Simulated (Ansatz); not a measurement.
**Phonon spectrum of Zn3Se2S**

Method: DFT PBE, scalar-relativistic, plane waves, PAW (Ansatz). Cutoff 420 eV, 12×12×4 k-points (Γ-centred), fixed occupations. No spin polarisation. Phonons by linear response, acoustic sum rule imposed.

Equilibrium structure at this level:
```
Zn Se S
1.0
     3.98518    0.00000    0.00000
    -1.99259    3.45127    0.00000
     0.00000    0.00000    9.76923
Zn Se S
3 2 1
Direct
  0.00000 0.00000 0.99040
  0.66667 0.33333 0.33310
  0.33333 0.66667 0.67599
  0.66667 0.33333 0.07970
  0.33333 0.66667 0.42172
  0.00000 0.00000 0.74910
```

It was reached by relaxing an invented guess, and it needn't be the stable form of this composition. The q mesh is coarse, so values between its points are rough.

Force constants from linear response on a 2×2×1 q mesh.

Problem. Is the structure dynamically stable on this mesh?

Solution. Yes, on this mesh: no mode is imaginary.

Problem. Give the frequencies (cm⁻¹; i marks imaginary ones) at the irreducible q points, in fractions of the reciprocal vectors, the Γ row without the LO field.

Solution.
```json
{"q": "0.000 0.000 0.000", "star": "1", "frequencies": "0 0 0 50 50 59 59 139 151 203 203 203 204 204 220 238 238 294"}
{"q": "0.000 -0.500 0.000", "star": "3", "frequencies": "61 64 71 80 82 86 156 160 193 199 205 206 207 208 213 251 281 284"}
```
